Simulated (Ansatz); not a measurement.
AlAg in space group Cmcm (No. 63; Ag on 4c, Al on 4c), PBEsol (plane waves, PAW; program Ansatz), all energies at zero smearing, with the estimated change up to a 700 eV cutoff added, with one set of potentials and settings (totals compare only within such a set). Cell of 4 atoms (2 Ag, 2 Al): -16093.634 eV.

```csv
element,reference phase,E (eV/atom)
Ag,"P6_3/mmc, 4 atoms in the cell",-7522.3024
Al,"Fm-3m, 1 atoms in the cell",-524.5512
```

Formation energy per atom, worked out: (-16093.634 − 2×(-7522.3024) − 2×(-524.5512))/4 = 0.018 eV/atom (2 kJ per mol of atoms), at 0 K, without zero-point energy or fitted corrections.

The start of the workflow was typed in or built on a structure type; neither database checked (COD, Materials Project) lists it. Its standing as an ambient phase is unchecked. The cell was relaxed with PBEsol under the symmetry of its start; whether a distortion lowers the energy is not shown. The run is not spin-polarised. The references are the lowest solids computed at this level, not always the standard phases.

Potentials: the earlier of the program's two PAW sets. The files were generated under PBE; for other functionals the program regenerates the frozen cores, and for LDA and PBEsol the local potential too.
